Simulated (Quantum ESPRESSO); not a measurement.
NMR parameters of Se (changed cell)

```xyz
3
Lattice="4.5499 0.0000 0.0000 -2.2749 3.9403 0.0000 0.0000 0.0000 4.8792" Properties=species:S:1:pos:R:3 pbc="T T T"
Se     1.0127     0.0000     1.6264
Se    -0.5063     0.8770     3.2528
Se     1.7686     3.0633     0.0000
```
The cell was made here from a computed Materials Project entry: strained by -2 % along the unique axis and by +1 % across it, atoms relaxed (PBE without dispersion, pw.x of a modified build of Quantum ESPRESSO, symmetry kept). The parent is Se in P3₁21. Stability against distortions was not tested.

Shieldings are absolute and leave out the bulk-susceptibility term; a larger σ means a smaller chemical shift. In our sweeps, cutoffs and meshes of this size left a few ppm, and up to some 20 ppm on atoms from Zn on. Spin–orbit coupling is left out; its weight grows with the heaviest atom, Se here. No d partial waves on Se: the paramagnetic term there is incompletely reconstructed.

Question: What do the calculations give at each independent site (shieldings by PBE GIPAW on JTH datasets (Quantum ESPRESSO), 20 Ha, k-mesh 9×9×7 shifted, f-sum rule met within 0.02 %)?

Answer: 
```json
[
 {"site": "Se (atoms 1, 2, 3)", "site symmetry": "2", "σ_iso (ppm)": "520"}
]
```
